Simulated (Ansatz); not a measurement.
In2Co3S2:
```xyz
7
Lattice="2.6182 1.5116 4.4602 -2.6182 1.5116 4.4602 0.0000 -3.0232 4.4602" Properties=species:S:1:pos:R:3 pbc="T T T"
In     0.0000     0.0000     6.6902
In     0.0000     0.0000     0.0000
Co     0.0000    -1.5116     2.2301
Co     1.3091     0.7558     2.2301
Co    -1.3091     0.7558     2.2301
S      0.0000     0.0000     9.6518
S      0.0000     0.0000     3.7286
```

Relaxed with PBEsol. Special points in fractions of this cell's reciprocal vectors: Γ (0.000, 0.000, 0.000); T (0.500, 0.500, 0.500); H2 (0.757, 0.243, 0.500); H0 (0.500, -0.243, 0.243); L (0.500, 0.000, 0.000); S0 (0.372, -0.372, 0.000); S2 (0.628, 0.000, 0.372); F (0.500, 0.000, 0.500).

### Question
List the band energies nearest the Fermi level at these points for DFT-PBEsol in the program Ansatz with PAW potentials.

### Answer
In eV from the Fermi level; about four levels below and three above (degenerate sets whole), none deeper than 8.9 eV; points with the same levels are listed once.

```json
[
 {"k": "Γ", "below": "-0.86 -0.86 -0.47 -0.34 -0.34", "above": "0.38 0.69 0.69"},
 {"k": "T", "below": "-0.83 -0.83 -0.49 -0.38 -0.38", "above": "0.38 0.95 0.95"},
 {"k": "H2", "below": "-0.58 -0.33 -0.30 -0.13", "above": "0.96 1.00 2.76"},
 {"k": "L", "below": "-0.64 -0.62 -0.43 -0.33", "above": "0.63 0.92 1.57"},
 {"k": "S0", "below": "-0.69 -0.29 -0.22 -0.12", "above": "0.57 1.49 2.83"},
 {"k": "F", "below": "-0.53 -0.50 -0.25 -0.12", "above": "0.37 1.95 2.19"}
]
```

Space group R-3m. The workflow started from a Materials Project entry (that database holds measured and hypothetical structures alike); the Crystallography Open Database files this formula in space group No. 166, but the cells were not matched. Whether it is the stable phase at ambient conditions was not checked. Symmetry was held in the PBEsol relaxation; whether a distortion lowers the energy is not shown. The workflow began spin-polarised and lost its moments. Scalar-relativistic: spin–orbit coupling is off unless named, which matters more the heavier the elements.

Potentials: the later of the program's two PAW sets.
